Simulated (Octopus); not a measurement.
CSi (F-43m, No. 216):
```xyz
2
Lattice="0.0000 2.1770 2.1770 2.1770 0.0000 2.1770 2.1770 2.1770 0.0000" Properties=species:S:1:pos:R:3 pbc="T T T"
Si     1.0885     1.0885     3.2655
C      0.0000     0.0000     0.0000
```
The cell is a database entry, not relaxed again.

Level: LDA. Code: Octopus 16.4. Numerical set-up: grid spacing about 0.18 Å, Γ-centred 8×8×8 k-mesh, no spin polarisation; Troullier-Martins for Si C.

Question: What band gap does LDA give on the standard high-symmetry path?

Answer: 1.39 eV, from Γ to X; smallest direct gap on the path 4.58 eV. A grid finer by a fifth moves the gap between mesh points by 0.01 eV.

Question: And the TB09 (mBJ) potential on the same cell, with the same potentials?

Answer: 2.15 eV, from Γ to X; smallest direct gap on the path 5.24 eV. With pseudopotentials TB09 takes its parameter c from the valence density, so the gap is not the all-electron TB09 value and can miss it by tenths of an eV or more, either way.
